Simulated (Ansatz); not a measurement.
## Energy landscape of Cd(HO)$_{2}$

6 relaxations of Cd(HO)2 ended in 4 distinct structures. Level of theory: r2SCAN (plane waves to 500 eV, PAW, scalar-relativistic; Ansatz, a first-principles code).

```csv
#,space group,Pearson,type,E − E(lowest) (eV/atom),V (Å³/atom),"gap (eV, no SOC)",runs ending here
1,Cm,mS20,–,0.000,9.98,2.31,1
2,P-3m1,hP5,–,0.004,9.98,2.30,3
3,P3m1,hP5,–,0.198,10.69,1.87,1
4,P4₂22,tP10,–,0.464,11.01,0.70,1
```

Cm, mS20 is the lowest among the structures calculated here.

```cif
data_H8Cd4O8
_chemical_formula_sum 'Cd4 H8 O8'
_space_group_name_H-M_alt 'Cm'
_space_group_IT_number 8
_space_group_name_Hall 'C -2y'
_cell_length_a 6.57578
_cell_length_b 10.22506
_cell_length_c 3.42799
_cell_angle_alpha 90.000
_cell_angle_beta 119.990
_cell_angle_gamma 90.000
loop_
_atom_site_label
_atom_site_type_symbol
_atom_site_symmetry_multiplicity
_atom_site_Wyckoff_symbol
_atom_site_fract_x
_atom_site_fract_y
_atom_site_fract_z
_atom_site_occupancy
Cd1 Cd 4 b 0.00250 0.15295 0.02058 1
H1 H 2 a 0.28380 0.00000 0.80505 1
H2 H 2 a 0.17735 0.50000 0.03718 1
H3 H 4 b 0.48379 0.14102 0.50670 1
O1 O 2 a 0.11437 0.00000 0.64226 1
O2 O 2 a 0.19057 0.50000 0.76847 1
O3 O 4 b 0.38465 0.21940 0.40572 1
```
(The calculation used a cell of 10 atoms; values per cell refer to that cell.)

Each run could gain symmetry but not lose that of its start, so entries can be saddle points. From databases, or of a type measured for this composition: Cm, mS20; P-3m1, hP5; the others are generated cells (placed on structure types, drawn at random, substituted or restacked) that were not matched to a known phase here. Energies are at zero temperature and pressure, without zero-point motion. No spin polarisation in the result. Gaps of cells over 8 atoms come from the SCF mesh and high-symmetry points alone.
